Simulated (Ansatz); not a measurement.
Two states of CrBrO

```
CELL_PARAMETERS angstrom
3.84062 0.00000 8.31156
0.00000 3.21327 0.00000
3.84062 0.00000 -8.31156
ATOMIC_POSITIONS crystal
Cr 0.17600 0.25000 0.07400
Cr 0.67600 0.25000 0.57400
Cr 0.32400 0.75000 0.42600
Cr 0.82400 0.75000 0.92600
O 0.10750 0.75000 0.14250
O 0.60750 0.75000 0.64250
O 0.39250 0.25000 0.35750
O 0.89250 0.25000 0.85750
Br 0.28500 0.75000 0.96500
Br 0.78500 0.75000 0.46500
Br 0.21500 0.25000 0.53500
Br 0.71500 0.25000 0.03500
```

The numbers come from plane-wave PAW DFT (Ansatz): r2SCAN, 500 eV, 3×6×3 Γ-centred k points, methfessel-paxton occupations (width 0.0104 eV). Nothing was relaxed.

State A: Cr1 down, Cr2 up, Cr3 down, Cr4 up (collinear spin). State B: Cr1 up, Cr2 up, Cr3 up, Cr4 up (collinear spin).

Compare the two self-consistent states.

State B is lower by 8.7 meV an atom at zero smearing.

```json
{"state": "A", "free energy (meV/atom)": "8.7", "largest moment in a small sphere (μB)": "2.37", "net moment (μB/cell)": "0.00", "gap on mesh (eV)": "1.96", "pressure (GPa)": "6.0", "largest force (eV/Å)": "1.42"}
{"state": "B", "free energy (meV/atom)": "0.0", "largest moment in a small sphere (μB)": "2.42", "net moment (μB/cell)": "12.00", "gap on mesh (eV)": "1.17", "pressure (GPa)": "6.1", "largest force (eV/Å)": "1.47"}
```

Origin: a database entry at a rescaled volume. Caveats: an odd or shifted mesh can miss the band edges, so this level's true gap may be smaller.
